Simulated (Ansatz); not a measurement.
**Trial structures of K2Ge: starts and ends**

The calculation used DFT PBE, scalar-relativistic, plane waves, PAW (Ansatz 0.2.0). All cells share a 420 eV cutoff and Γ-centred k meshes spaced at most about 0.3 Å⁻¹ (about 0.25 or finer for metals, 2π included). No spin polarisation in the final relaxations.

Each guess was relaxed in cell and atoms at zero pressure, within the symmetry of its start. Temperature and zero-point effects are left out. Coordination counts Ge atoms around K (those within 1.25 times the shortest such distance or 1.15 times the sum of covalent radii; the shortest distance is added where it is long for a bond; a slash parts the counts of unlike sites).

| guess | made from | start group | V start (Å³/atom) | end group | V end (Å³/atom) | coordination at the end | gap on mesh (eV) | E over the lowest end (meV/atom) |
| --- | --- | --- | --- | --- | --- | --- | --- | --- |
| 1 | YAu2 type | I4/mmm | 29.9 | I4/mmm | 42.6 | K 4 | 0 | 107 |
| 2 | ZrV2 type | Fd-3m | 35.1 | Fd-3m (cubic Laves (C15)) | 38.0 | K 6 from 4.0 Å | 0 | 458 |
| 3 | random cell | P4/mmm | 19.5 | ? | ? | ? | ? | ? |
| 4 | GdSi2 type | P6/mmm | 30.7 | P6/mmm | 33.1 | K 6 | 0 | 120 |
| 5 | random cell | P4/mmm | 36.7 | P4/mmm | 43.7 | K 4 | 0 | 108 |
| 6 | Tl2Pd type | I4/mcm | 24.9 | I4/mcm | 39.7 | K 4 | 0 | 0 |

Guess 3 as it starts:

```
K Ge
1.0
     3.93862    0.00000    0.00000
     0.00000    3.93862    0.00000
     0.00000    0.00000    3.77748
K Ge
2 1
Direct
  0.50000 0.50000 0.50000
  0.00000 0.00000 0.50000
  0.00000 0.00000 0.00000
```

Task: Fill in the missing row: what does this guess relax into, and where does it rank?

Result: It ends in space group P4/mmm (No. 123), with a = 5.332 Å, c = 6.162 Å, 58.4 Å³/atom and no gap. It lies 0.69 eV/atom over the lowest end, above guess 2 and so the highest of the set. Counting Ge atoms around K, this end has K 2/8 from 4.9 Å and the lowest (guess 6) has K 4.

```xyz
3
Lattice="5.3325 0.0000 0.0000 0.0000 5.3325 0.0000 0.0000 0.0000 6.1618" Properties=species:S:1:pos:R:3 pbc="T T T"
K     2.6662    2.6662    3.0809
K     0.0000    0.0000    3.0809
Ge    0.0000    0.0000    0.0000
```

Energies over the elements count from the elements' standard structures at the same level, with no fitted energy shifts.

Task: Is the lowest end bound against the elements?

Result: No: its formation energy is +0.08 eV/atom. It can't be a ground state, since the elements alone are lower.

The k mesh leaves some 4 meV/atom of noise in the energy of each metallic cell. A magnetic state wasn't ruled out in cells without spin, among them P4/mmm at 43.7 Å³/atom. Cells relaxed within their symmetry can be saddle points. A lower structure may well exist outside this small set. Some types were kept out of the candidates beforehand, so the set may lack a known form.
